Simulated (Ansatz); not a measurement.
InMo₃C:
```xyz
5
Lattice="4.1985 0.0000 0.0000 0.0000 4.1985 0.0000 0.0000 0.0000 4.1985" Properties=species:S:1:pos:R:3 pbc="T T T"
In     0.0000     0.0000     0.0000
Mo     0.0000     2.0992     2.0992
Mo     2.0992     0.0000     2.0992
Mo     2.0992     2.0992     0.0000
C      2.0992     2.0992     2.0992
```

Relaxed with r²SCAN. Special points in fractions of this cell's reciprocal vectors: Γ (0.000, 0.000, 0.000); X (0.000, 0.500, 0.000); M (0.500, 0.500, 0.000); R (0.500, 0.500, 0.500).

**Question.** List the band energies nearest the Fermi level at these points for plane-wave PAW r²SCAN (Ansatz code).

**Answer.** In eV from the Fermi level; about four levels below and three above (degenerate sets whole), none deeper than 8.9 eV; points with the same levels are listed once.

```json
[
 {"k": "Γ", "below": "-3.25 -3.25 -2.21 -2.21 -2.21", "above": "0.52 0.52 0.52"},
 {"k": "X", "below": "-3.07 -3.07 -1.70 -0.82 -0.21", "above": "0.33 0.33 0.60"},
 {"k": "M", "below": "-1.28 -1.28 -1.23 -1.23 -0.02", "above": "0.50 0.95 1.20"},
 {"k": "R", "below": "-1.33 -1.33 -1.33 -1.09 -1.09 -1.09", "above": "1.20 1.20 2.90 2.90 2.90"}
]
```

Space group Pm-3m (anti-perovskite). The start of the workflow was typed in or built on a structure type; neither database checked (COD, Materials Project) lists it. Its standing as an ambient phase is unchecked. Symmetry was held in the r²SCAN relaxation; whether a distortion lowers the energy is not shown. No spin polarisation was allowed. Its formation energy is positive at this level, so the cell may be metastable or incomplete. Scalar-relativistic: spin–orbit coupling is off unless named, which matters more the heavier the elements.

Potentials: the earlier of the program's two PAW sets. The files were generated under PBE; for other functionals the program regenerates the frozen cores, and for LDA and PBEsol the local potential too.
